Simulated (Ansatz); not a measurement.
All numbers below come from Ansatz 0.2.0, DFT PBE, scalar-relativistic, plane waves, PAW. All cells share a 420 eV cutoff and Γ-centred k meshes spaced at most about 0.3 Å⁻¹ (about 0.25 or finer for metals, 2π included). No spin polarisation in the final relaxations.

Temperature and zero-point effects are left out. All come from trial cells, and lower structures may exist.

Question: Which of these relaxed structures of In2BAs3 is the lowest in energy?
1.

Space group P-4m2 (No. 115). a = 3.232 Å, b = 3.232 Å, c = 12.318 Å, α = 90.00°, β = 90.00°, γ = 90.00°
```tsv
atom	site	symmetry	x	y	z
In	2g	2mm.	0.5000	0.0000	0.7865
B	1b	-4m2	0.5000	0.5000	0.0000
As	2g	2mm.	0.5000	0.0000	0.4477
As	1a	-4m2	0.0000	0.0000	0.0000
```

2.

Space group P-6m2 (No. 187). a = 4.268 Å, b = 4.268 Å, c = 8.857 Å, α = 90.00°, β = 90.00°, γ = 120.00°
```tsv
atom	site	symmetry	x	y	z
In	2i	3m.	0.6667	0.3333	0.2239
B	1a	-6m2	0.0000	0.0000	0.0000
As	1b	-6m2	0.0000	0.0000	0.5000
As	1c	-6m2	0.3333	0.6667	0.0000
As	1d	-6m2	0.3333	0.6667	0.5000
```

3.

Space group Cmmm (No. 65). a = 5.036 Å, b = 12.665 Å, c = 4.955 Å, α = 90.00°, β = 90.00°, γ = 90.00°
```csv
atom,site,symmetry,x,y,z
In,4i,m2m,0.0000,0.1821,0.0000
B,2a,mmm,0.0000,0.0000,0.0000
As,2d,mmm,0.0000,0.0000,0.5000
As,2c,mmm,0.5000,0.0000,0.5000
As,2b,mmm,0.5000,0.0000,0.0000
```

4.

Space group I4/mmm (No. 139). a = 5.416 Å, b = 5.416 Å, c = 9.925 Å, α = 90.00°, β = 90.00°, γ = 90.00°
```json
{"atom": "In", "site": "4c", "symmetry": "mmm.", "x": "0.0000", "y": "0.5000", "z": "0.0000"}
{"atom": "B", "site": "2b", "symmetry": "4/mmm", "x": "0.5000", "y": "0.5000", "z": "0.0000"}
{"atom": "As", "site": "4e", "symmetry": "4mm", "x": "0.5000", "y": "0.5000", "z": "0.1949"}
{"atom": "As", "site": "2a", "symmetry": "4/mmm", "x": "0.0000", "y": "0.0000", "z": "0.0000"}
```

Answer: 1. It has space group P-4m2 (No. 115); the next, 4, with space group I4/mmm (No. 139), lies 40 meV/atom higher. Counting As or B atoms around In (for each partner element, those within 1.25 times its shortest distance or 1.15 times the sum of covalent radii, where it is the nearest in units of that sum or under 1.3; a plus sign parts groups by distance over the sum of covalent radii; the shortest distance is added where it exceeds 1.18 times the sum of covalent radii), the lowest has In 2+4 from 3.1 Å and the next has In 2+6. Even the lowest lies +0.45 eV/atom against the elements.

Weakly bound directions are ill-defined at this level, which has no dispersion term (P-4m2, I4/mmm), and this can change margins and order among such cells. Cells relaxed within their symmetry can be saddle points. Some types were kept out of the candidates beforehand, so the set may lack a known form.
